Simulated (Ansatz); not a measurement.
BeS (wurtzite, space group No. 186) is relaxed with DFT-PBE in the program Ansatz with PAW potentials. What lattice parameters of the conventional cell result?

a = 3.439 Å, c = 5.667 Å.

Give the free coordinates with the occupied sites.

In one choice of origin and axes:

| atom | site | symmetry | x | y | z |
|---|---|---|---|---|---|
| Be | 2b | 3m. | 0.6667 | 0.3333 | 0.4996 |
| S | 2b | 3m. | 0.6667 | 0.3333 | 0.1254 |

Is it a metal or does it have a gap at this level?

A gap of 3.71 eV, indirect.

Space group P6_3mc (wurtzite). The start of the workflow was typed in or built on a structure type; neither database checked (COD, Materials Project) lists it. COD files the formula under space group No. 216, so this cell is another polymorph or a model. Whether it is the stable phase at ambient conditions was not checked. The PBE relaxation kept the symmetry of its start; its stability against distortions is not shown here.

Potentials: the earlier of the program's two PAW sets.
